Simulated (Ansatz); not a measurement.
BiTe (R-3m): electronic heat capacity and spin susceptibility from the density of states

Computed with DFT PBE, scalar-relativistic, plane waves, PAW (Ansatz).

Cutoff 420 eV; k points 12×12×12 on the computed 2-atom cell (Γ-centred); Gaussian smearing, width 0.10 eV; no spin polarisation.

Relaxed cell: R-3m, a = 4.845 Å, b = 4.845 Å, c = 9.940 Å, α = 90.00°, β = 90.00°, γ = 120.00°, 2 atoms in the primitive cell. Whether it is the stable form of this composition wasn't checked.

The density of states at the Fermi level is 1.341 states/eV in the cell of 2 atoms (1 formula unit; both spins, tetrahedra on a 18×18×18 mesh).

Q: What Sommerfeld coefficient and Pauli susceptibility does this give?

A: Per formula unit N(E_F) = 1.341 states/eV. γ = (π²/3) k_B² N(E_F) N_A = 2.357 mJ/(mol K²) per state/eV, so γ = 3.2 mJ/(mol K²), a mole of formula units. χ_P = μ_B² N(E_F) N_A = 3.23×10⁻⁵ emu/mol per state/eV gives 4.3×10⁻⁵ emu/mol. This is the bare band result: a measured γ of the same phase is as a rule larger by a factor 1 + λ from phonons and spin fluctuations, the spin part of χ is larger by the Stoner factor, and a measured χ also holds orbital and core terms. N(E_F) at one energy is sensitive to the mesh where the density of states has sharp peaks.

Spin-orbit coupling is left out, which matters for the bands of heavy elements.